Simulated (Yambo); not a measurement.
Yambo run on MgTiF$_{6}$ (space group R-3, No. 148). The wavefunctions are PBEsol (pw.x of Quantum ESPRESSO, ONCV potentials, without SOC) ones on a 2×2×2 mesh (32 occupied bands); a = b = c = 5.3688 Å, α = β = γ = 58.13°.

Yambo input:

```
rim_cut
HF_and_locXC
RandQpts= 1000000
RandGvec= 1 Ry
EXXRLvcs= 84 Ry
VXCRLvcs= 336 Ry
% QPkrange
 1 | 1 | 32 | 33 |
 2 | 2 | 32 | 33 |
 3 | 3 | 32 | 33 |
 4 | 4 | 32 | 33 |
%
```

k points by index: 1 = Γ, 2 = L, 3 = F, 4 = Z.

Resulting energies as the program prints them:

```
#    K-point    Band    Eo [eV]    Ehf [eV]    Vxc [eV]    Vnlxc [eV]
#
    1    32    0.000000    -7.771850    -22.82371    -30.59556
    1    33    4.887604    13.25244    -21.49716    -13.13232
    2    32    -0.142551    -7.934681    -22.63898    -30.43111
    2    33    4.895671    13.24191    -21.49302    -13.14677
    3    32    -0.046442    -7.802376    -22.77146    -30.52739
    3    33    4.879024    13.28796    -21.43614    -13.02720
    4    32    -0.264073    -8.025622    -22.46300    -30.22454
    4    33    4.947739    13.22651    -21.53080    -13.25203
```
Exchange alone, without screening.

Geometry of the Materials Project entry, not relaxed at this level.

The structure is a Materials Project entry; no match was found in the copy of COD used, and its stability was not checked.
